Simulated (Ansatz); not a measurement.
Input and command of a calculation in Ansatz (plane waves; scalar-relativistic PAW potentials unless the input names others):

```yaml
crystal:
  lattice:
    - [-1.7729820045, 1.7729820045, 4.1063197511]
    - [1.7729820045, -1.7729820045, 4.1063197511]
    - [1.7729820045, 1.7729820045, -4.1063197511]
  atoms:
    - { symbol: Ti, position: [0.5, 0.5, 0.0] }
    - { symbol: Ti, position: [0.25, 0.75, 0.5] }
    - { symbol: Ti, position: [0.75, 0.25, 0.5] }
    - { symbol: C, position: [0.0, 0.0, 0.0] }
kpoints:
  mp_grid: { grid: [18, 18, 18] }
hamiltonian:
  xc: r2scan
scf:
  occupations: { method: gaussian, width: 0.1 }
  n_extra_bands: 8
output:
  forces: true
  eigenvalues: true
  stress: true
accuracy: medium
```

```bash
ansatz run input.yaml --threads 1 --pin off --max-ram 2560MiB --backend cpu --events-out ev --progress --plain --runs-dir out
```

Abridged log:
```
Basis set: ecut = 500 eV, 1331 PW (Γ), exchange–correlation on 144×144×144 points (64 copies of the dense FFT grid, shifted against one another)
Bands: 28, of which v1, the nominal top of the filled ones, is band 20 counted from 1 (19 counted from 0)
Symmetry: 16 space group operations
k-points: 480 of 5832
SCF iter   1: F=—  HF=-7763.073490 eV  |F-HF|=—  |Δ(HF+E_count)|=         —  Δρ=1.85e-2  dr2=1.79e-1  dr2_τ=1.05e-1  ethr=1.77e-3  ⟨swp⟩=4.2  Hψ=47120  notcnv=0
SCF iter   2: F=—  HF=-7763.263101 eV  |F-HF|=—  |Δ(HF+E_count)|=   1.90e-1  Δρ=9.93e-3  dr2=4.44e-2  dr2_τ=4.08e-3  ethr=4.48e-4  ⟨swp⟩=2.6  Hψ=28499  notcnv=0  defer=883
SCF iter   3: F=—  HF=-7763.265196 eV  |F-HF|=—  |Δ(HF+E_count)|=   2.10e-3  Δρ=6.70e-3  dr2=3.08e-2  dr2_τ=1.85e-3  ethr=1.11e-4  ⟨swp⟩=2.0  Hψ=17914  notcnv=0  defer=883
SCF iter   4: F=—  HF=-7763.265045 eV  |F-HF|=—  |Δ(HF+E_count)|=   1.52e-4  Δρ=2.73e-3  dr2=2.63e-3  dr2_τ=1.95e-4  ethr=7.70e-5  ⟨swp⟩=2.0  Hψ=16962  notcnv=0  defer=883
SCF iter   5: F=—  HF=-7763.266079 eV  |F-HF|=—  |Δ(HF+E_count)|=   1.03e-3  Δρ=6.53e-4  dr2=2.24e-4  dr2_τ=9.42e-6  ethr=6.57e-6  ⟨swp⟩=2.0  Hψ=15945  notcnv=0  defer=883
SCF iter   6: F=—  HF=-7763.266143 eV  |F-HF|=—  |Δ(HF+E_count)|=   6.45e-5  Δρ=1.75e-4  dr2=1.84e-5  dr2_τ=3.54e-6  ethr=5.60e-7  ⟨swp⟩=2.0  Hψ=15834  notcnv=0  defer=883
SCF iter   7: F=—  HF=-7763.266153 eV  |F-HF|=—  |Δ(HF+E_count)|=   1.01e-5  Δρ=6.78e-5  dr2=2.03e-6  dr2_τ=8.51e-8  ethr=4.61e-8  ⟨swp⟩=2.0  Hψ=17227  notcnv=0  defer=883
SCF iter   8: F=—  HF=-7763.266155 eV  |F-HF|=—  |Δ(HF+E_count)|=   2.11e-6  Δρ=1.59e-5  dr2=1.22e-7  dr2_τ=2.54e-9  ethr=5.08e-9  ⟨swp⟩=2.0  Hψ=16434  notcnv=0  defer=883
SCF iter   9: F=-7763.266156 eV  HF=-7763.266156 eV  |F-HF|=2.38e-10  |Δ(HF+E_count)|=   1.04e-7  Δρ=3.21e-6  dr2=5.68e-9  dr2_τ=2.20e-10  ethr=2.50e-10  ⟨swp⟩=8.0  Hψ=46353  notcnv=0
SCF 1 converged in 9 iterations: F = -7763.266156 eV  dr2 = 5.68e-9
SCF converged after 9 iterations
Free energy (F): -7763.266156 eV
Harris-Foulkes:  -7763.266156 eV  (|F-HF|=2.38e-10)
Internal energy: -7763.251918 eV  (E = F + TS)
E sigma→0 (E₀):  -7763.259037 eV
Entropy (-TS):   -0.014238 eV (-3.559 meV/atom)
Fermi energy:    15.312630 eV
--- Forces (eV/Å), atoms counted from 1 ---
  atom   1  Ti     0.00000000     0.00000000     0.00000000
  atom   2  Ti     0.00000000     0.00000000     0.00000000
  atom   3  Ti     0.00000000     0.00000000     0.00000000
  atom   4  C      0.00000000     0.00000000     0.00000000
--- Stress (GPa, compression-positive) ---
       -0.010229       0.000000       0.000000
        0.000000      -0.010229       0.000000
        0.000000       0.000000      -0.015717
  P = ⅓ Tr σ = -0.0121 GPa (-0.121 kbar)
```

Apart from outputs and the relaxation, which only the reference makes, the input differs from a reference run on usual settings in accuracy: not typed → "medium"; scf.n_extra_bands: not typed → 8; basis.ecutwfc: 500 → not typed. The reference, at the same geometry, ended its own course with pressure -0.01 GPa, largest force 0.000 eV/Å, no gap on the mesh. This run converged in 9 SCF iterations with an energy at zero smearing within 0.01 meV/atom of the reference's, pressure -0.01 GPa, largest force 0.000 eV/Å, no gap on the mesh.

The run took 100 s on 1 thread of Intel(R) Xeon(R) Platinum 8259CL CPU @ 2.50GHz (Skylake/Cascade Lake), on a shared host, peak memory 1.1 GiB.